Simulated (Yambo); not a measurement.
TiNCl (space group Pmmn, No. 59), G0W0@PBEsol in Yambo with this input:

```
rim_cut
gw0
dyson
el_el_corr
HF_and_locXC
ppa
em1d
RandQpts= 1000000
RandGvec= 1 Ry
EXXRLvcs= 84 Ry
VXCRLvcs= 336 Ry
Chimod= "HARTREE"
% BndsRnXp
 3 | 155 |
%
NGsBlkXp= 7 Ry
% LongDrXp
 1.0 | 1.0 | 1.0 |
%
PPAPntXp= 27.2114 eV
% GbndRnge
 1 | 155 |
%
GTermKind= "BG"
DysSolver= "n"
ExtendOut
```

On a 4×4×1 mesh, with wavefunctions cut at 84 Ry, the gap (Γ → Γ) is 1.300 eV and the valence edge shifts by 0.291 eV.

### Question
What happens with this change: no random integration?

### Answer
The gap falls by 0.033 eV, to 1.267 eV; the shift of the valence edge becomes 0.260 eV. Neither run is shown to be the converged limit.

Geometry relaxed with PBE+D3(BJ); primitive cell a = 3.2494 Å, b = 3.9283 Å, c = 7.7664 Å, α = β = γ = 90.00°.

A shift is the quasiparticle energy of the state minus its PBEsol energy.
